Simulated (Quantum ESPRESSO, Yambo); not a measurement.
SrMgH₄ (space group Cmc2_1, No. 36). The geometry is that of Materials Project entry mp-643009, symmetrised and not relaxed again. Chain: LDA (pw.x of Quantum ESPRESSO, ONCV potentials, scalar-relativistic); G0W0 in Yambo (4×4×2 Γ-centred k mesh, bands 9 to 158 and a 6 Ry block in the screening, 158 bands in G with the Bruneval-Gonze terminator, plasmon pole fitted at 27.2 eV); BSE (6×6×4 mesh, 8 valence and 12 conduction bands, static screening with 79 bands and a 3 Ry block, scissor 1.86 eV, Tamm-Dancoff).

```
Property                                                                                  Value
----------------------------------------------------------  -----------------------------------
LDA gap (dense path)                                                                    2.39 eV
LDA gap (-0.5, -0.5, 0) → (0, 0.25, 0) on the GW mesh                                   2.49 eV
LDA smallest direct gap on the GW mesh, at (0.25, -0.5, 0)                              3.16 eV
G0W0 direct gap at that point                                                           5.02 eV
G0W0 correction to the gap (-0.5, -0.5, 0) → (0, 0.25, 0)                               1.86 eV
lowest exciton                                              no binding energy given (see below)
```

Rough cost of the Yambo steps against G0W0 for 16 states: BSE within a factor of two.

Nearest settings tried, and what they do to the gap: 64 bands in W, 64 bands in G: +2 meV; 2 Ry block (53 vectors against 247): -309 meV. Not varied: mesh. So the settings aren't converged at that level. The mesh misses a band edge: along a dense path the LDA gap is 2.39 eV against 2.49 eV on the mesh. The BSE states are vertical excitations (zero momentum); the indirect quasiparticle gap, about 4.25 eV, is smaller than the direct one (5.02 eV on the GW mesh). The lowest state covers only about 10 of the 144 k points, so the mesh doesn't resolve it: its energy and its distance from the direct gap are mesh artefacts. An extended exciton needs a far denser mesh. Axes are Cartesian, with cell vectors (Å) (1.98, -6.74, 0.00), (1.98, 6.74, 0.00), (0.00, 0.00, 5.58).

The structure is a Materials Project entry; no match was found in the copy of COD used, and its stability was not checked.
